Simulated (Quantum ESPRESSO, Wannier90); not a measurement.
# Wannierisation of CdTe (zinc blende)

```
begin unit_cell_cart
ang
    0.0000000000    3.2821150000    3.2821150000
    3.2821150000    0.0000000000    3.2821150000
    3.2821150000    3.2821150000    0.0000000000
end unit_cell_cart
begin atoms_frac
Cd   0.0000000000  0.0000000000  0.0000000000
Te  -0.2500000000 -0.2500000000 -0.2500000000
end atoms_frac
```

Structure: Materials Project mp-406, symmetrised, not relaxed again. COD (Crystallography Open Database) has the formula in 2 space groups, this one among them (matched by group alone). Level: PBEsol, no spin polarisation, no spin-orbit coupling; pw.x of Quantum ESPRESSO at 82 Ry with PseudoDojo potentials, 8×8×8 k-points, Wannier90. Density: 8×8×8 mesh, Gaussian smearing 0.01 Ry. Spin-orbit coupling is left out although heavy elements are present.

A tight-binding model is made by disentanglement and projection with no localisation steps (num_iter = 0), so the 8 orbitals stay atom-like: hydrogen-like Cd: s;p; Te: s;p, axes along x, y, z; frozen window up to 2.04 eV relative to the valence-band maximum. It follows pw.x to 1.8 meV rms for states up to 1.5 eV relative to the valence-band maximum. Matrix elements depend on this choice of orbitals and windows. Bands 11–15 (Cd 4d 96 %) lie between the kept ones and are excluded.

Question: What are the on-site energies relative to the valence-band maximum, and how fast do the hoppings decay?

Answer: 
| atom | orbitals | energy (eV) |
|---|---|---|
| Cd1 | s | -0.41 |
| Cd1 | pz px py | 4.63 |
| Te2 | s | -9.17 |
| Te2 | pz px py | 0.56 |

```csv
distance of the centres (Å),largest modulus (eV)
2–3,1.1
4–5,0.31
5–6,0.036
6–7,0.014
7–8,0.047
8–9,0.011
9–10,0.015
10–11,0.0029
11–12,0.0051
12–13,0.0027
```
